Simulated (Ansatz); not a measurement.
SiO₂ in space group P3_121 (No. 152; Si on 3a, O on 6c), the program Ansatz at the PBEsol level (PAW), all energies at zero smearing, with the estimated change up to a 700 eV cutoff added, with one set of potentials and settings (totals compare only within such a set). Cell of 9 atoms (3 Si, 6 O): -5239.907 eV.

| element | reference phase | E (eV/atom) |
|---|---|---|
| Si | Fd-3m, 2 atoms in the cell | -621.4938 |
| O | C2/m, 4 atoms in the cell, spin-polarised | -558.3609 |

Formation energy per atom, worked out: (-5239.907 − 3×(-621.4938) − 6×(-558.3609))/9 = -2.807 eV/atom (-271 kJ per mol of atoms), at 0 K, without zero-point energy or fitted corrections.

The cell was relaxed with PBEsol under the symmetry of its start. The references are the lowest solids computed at this level, not always the standard phases (solids in place of the gases).

Potentials: the earlier of the program's two PAW sets. The files were generated under PBE; for other functionals the program regenerates the frozen cores, and for LDA and PBEsol the local potential too.
